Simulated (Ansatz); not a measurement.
CdAg: zone-centre modes under pressure

CdAg, Pm-3m, a = 3.265 Å. The structure is a COD entry; whether it is the stable form wasn't checked. Ansatz: LDA, PAW, 420 eV, Γ-centred 12×12×12 mesh on 2 atoms, Fermi-Dirac smearing 0.15 eV; no spin polarisation. Cell and atoms are relaxed at each pressure with the symmetry kept; optical modes at Γ by linear response, in cm⁻¹, the highest.

| P (GPa) | V (Å³/atom) | ω1 |
| --- | --- | --- |
| 0 | 17.395 | 144.2 |
| 3 | 16.955 | 154.6 |
| 10 | 16.165 | ? |

Q: Get the mode's Grüneisen parameter γ = −d ln ω/d ln V from the other rows and predict the missing frequency.

A: ln(V/V0) = 0.0000, -0.0256, -0.0733; a line through ln(ω/ω0) of the 2 known rows gives ω1: γ = 2.720, predicted 176.0, computed 173.6. The miss is 1.4 %: γ isn't constant over this range. In a metal these frequencies hang on the mesh and smearing.

The mesh isn't the same in all rows (12×12×12, 14×14×14).